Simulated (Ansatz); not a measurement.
This run works on a generated trial structure, not on a known crystal.

Input and command of a plane-wave DFT calculation in Ansatz:

```yaml
crystal:
  lattice:
    - [3.6962094713, 0.0, 0.0]
    - [-1.8481047356, 3.2010112999, 0.0]
    - [0.0, 0.0, 11.4579585563]
  atoms:
    - { symbol: Pr, position: [0.3333333333, 0.6666666667, 0.7628848725] }
    - { symbol: Pr, position: [0.6666666667, 0.3333333333, 0.2371151275] }
    - { symbol: Pr, position: [0.0, 0.0, 0.5] }
    - { symbol: Mg, position: [0.0, 0.0, 0.0] }
    - { symbol: H, position: [0.3333333333, 0.6666666667, 0.3793352587] }
    - { symbol: H, position: [0.6666666667, 0.3333333333, 0.6206647413] }
basis:
  ecutwfc: 660
kpoints:
  mp_grid: { grid: [12, 12, 4] }
hamiltonian:
  xc: pbe
  pseudopotentials:
    kind: paw
    azcp: { Pr: "pseudopotentials/pbe/nc/lanthanide_3plus/Pr.nc.azcp" }
scf:
  occupations: { method: gaussian, width: 0.1 }
  n_extra_bands: 15
output:
  forces: true
  stress: true
  eigenvalues: true
  populations: true
  dos: { projected: true, de: 0.02, nscf_kmesh: { grid: [15, 15, 5] } }
  bader: false
  write_density: true
  write_potential: true
  elf: true
  volumetric_format: npy
```

```bash
ansatz run input.yaml --threads 1 --pin off --max-ram 2816MiB --backend cpu --events-out ev --progress --plain --runs-dir out
```

Processor: Arm Neoverse V2, 1 thread, on a host shared with other jobs.

Question: How long does it run, and how much memory does it take?

Answer: About 65 s, peak memory 0.96 GiB. It solves 38 bands at 69 k points (after reduction by symmetry) with about 5275 plane waves, in 8 SCF iterations.

With its 4f electrons in the core of a norm-conserving potential, the lanthanide is trivalent by construction, without f bands, f moments or other valences.
